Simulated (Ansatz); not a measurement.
Task: Each is relaxed and computed with r²SCAN (plane waves, PAW; program Ansatz). Which is the only metal?
A. Si3N4, I-43d (N on 16c, Si on 12b)
B. SiGe, wurtzite
C. ZrSi2, fluorite
D. ZnCu2SiTe4, I-42m (Zn on 2a, Si on 2b, Cu on 4d, Te on 8i)

Result: C, ZrSi2, fluorite. ZrSi2: metal; ZnCu2SiTe4: gap 0.50 eV (indirect); SiGe: gap 0.66 eV (indirect); Si3N4: gap 4.74 eV (indirect). Constructed cells (a structure type filled with these elements, in neither database checked): ZrSi2, fluorite. Not the usual ambient phase: Si3N4, I-43d (N on 16c, Si on 12b). Standing as an ambient phase not checked: ZnCu2SiTe4, I-42m (Zn on 2a, Si on 2b, Cu on 4d, Te on 8i); SiGe, wurtzite. Unstable at this level: ZrSi2, fluorite. All cells were relaxed under the symmetry of their starts (and spin orders); stability against distortions was not tested throughout. Rows with no word on spin ran without spin polarisation. Scalar-relativistic: spin–orbit coupling is off unless named, which matters more the heavier the elements.

Potentials: the later of the program's two PAW sets.
